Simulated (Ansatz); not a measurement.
La$_{2}$MgNiO$_{6}$:
```xyz
10
Lattice="2.7369 1.5802 4.3922 -2.7369 1.5802 4.3922 0.0000 -3.1603 4.3922" Properties=species:S:1:pos:R:3 pbc="T T T"
La     0.0000     0.0000     9.8923
La     0.0000     0.0000     3.2844
Mg     0.0000     0.0000     6.5883
Ni     0.0000     0.0000     0.0000
O      1.2929     1.0652     5.4567
O     -1.2929    -1.0652     7.7199
O     -1.5689     0.5871     5.4567
O      1.5689    -0.5871     7.7199
O      0.2761    -1.6523     5.4567
O     -0.2761     1.6523     7.7199
```

Relaxed with r²SCAN. Special points in fractions of this cell's reciprocal vectors: Γ (0.000, 0.000, 0.000); T (0.500, 0.500, 0.500); H2 (0.747, 0.253, 0.500); H0 (0.500, -0.253, 0.253); L (0.500, 0.000, 0.000); S0 (0.376, -0.376, 0.000); S2 (0.624, 0.000, 0.376); F (0.500, 0.000, 0.500).

Q: List the band energies nearest the valence-band maximum at these points for r²SCAN (plane waves, PAW; program Ansatz).

A: In eV from the valence-band maximum; about four levels below and three above (degenerate sets whole), none deeper than 8.9 eV; points with the same levels are listed once.

```tsv
k	below	above
Γ	-0.37 -0.17 -0.17 0.00	2.54 2.54 4.85 4.85
T	-0.64 -0.64 -0.52 -0.36 -0.36	2.20 2.20 5.38 5.38 5.39 5.39
H2	-0.65 -0.38 -0.35 -0.25	1.89 2.33 5.31
L	-0.49 -0.33 -0.29 -0.24	2.25 2.37 5.28
S0	-0.67 -0.40 -0.32 -0.14	1.84 2.42 5.30
F	-0.65 -0.39 -0.25 -0.09	1.66 2.53 5.30
```

Space group R-3. The first step of the workflow began from a Materials Project structure, measured or hypothetical; the Crystallography Open Database copy checked does not list it. With Mg and Ni taken as one species the cell has the higher symmetry R-3c, so it may be an ordered model of a mixed-site phase. Its standing as an ambient phase is unchecked. The r²SCAN relaxation kept the symmetry of its start; whether a distortion lowers the energy is not shown. The run is not spin-polarised. No Hubbard U is applied. Spin–orbit coupling is left out wherever it is not named.

Potentials: the later of the program's two PAW sets.
